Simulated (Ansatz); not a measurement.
# Cd: from a starting cell to a relaxed one

The start is a randomly generated symmetric cell of Cd (space group No. 71). The structure is fully relaxed (lattice and positions, P = 0) with PBEsol (plane waves to 420 eV, PAW, scalar-relativistic; Ansatz, a program for electronic structure). The first steps use a coarse 12×12×12 k-mesh.

Input geometry:
```
Cd
1.0
   -1.58023     2.54053     4.43866
    1.58023    -2.54053     4.43866
    1.58023     2.54053    -4.43866
Cd
3
Cartesian
  0.00000   0.00000   2.12249
  0.00000   0.00000   6.75483
  1.58023   0.00000   0.00000
```

| Property | Result |
|---|---|
| Largest initial force | 1.38 eV/Å, on Cd1, Cd2 (atoms numbered as listed) |
| Volume change | -9.0 %, from 23.76 to 21.63 Å³/atom |
| Optimiser moves | 13 |

Relaxed structure:

```cif
data_Cd6
_chemical_formula_sum 'Cd6'
_space_group_name_H-M_alt 'Immm'
_space_group_IT_number 71
_space_group_name_Hall '-I 2 2'
_cell_length_a 3.25620
_cell_length_b 5.01809
_cell_length_c 7.94216
_cell_angle_alpha 90.000
_cell_angle_beta 90.000
_cell_angle_gamma 90.000
loop_
_space_group_symop_operation_xyz
  'x, y, z'
  '-x, -y, -z'
  '-x, -y, z'
  'x, y, -z'
  'x, -y, -z'
  '-x, y, z'
  '-x, y, -z'
  'x, -y, z'
  'x+1/2, y+1/2, z+1/2'
  '-x+1/2, -y+1/2, -z+1/2'
  '-x+1/2, -y+1/2, z+1/2'
  'x+1/2, y+1/2, -z+1/2'
  'x+1/2, -y+1/2, -z+1/2'
  '-x+1/2, y+1/2, z+1/2'
  '-x+1/2, y+1/2, -z+1/2'
  'x+1/2, -y+1/2, z+1/2'
loop_
_atom_site_label
_atom_site_type_symbol
_atom_site_symmetry_multiplicity
_atom_site_Wyckoff_symbol
_atom_site_fract_x
_atom_site_fract_y
_atom_site_fract_z
_atom_site_occupancy
Cd1 Cd 4 i 0.00000 0.00000 0.31391 1
Cd2 Cd 2 b 0.50000 0.00000 0.00000 1
```
(The calculation used a cell of 3 atoms; values per cell refer to that cell.)

Final values are on a 17×17×17 k-mesh of the relaxed cell. No spin polarisation in the result.

The run could not lose the symmetry of its start, so the end can be a saddle point.

The relaxed structure here is a generated cell of Cd: the first start was made by a random draw of sites in a space group, and the end was not matched to a known phase here, so it may be hypothetical. Known forms of Cd include space group No. 194.
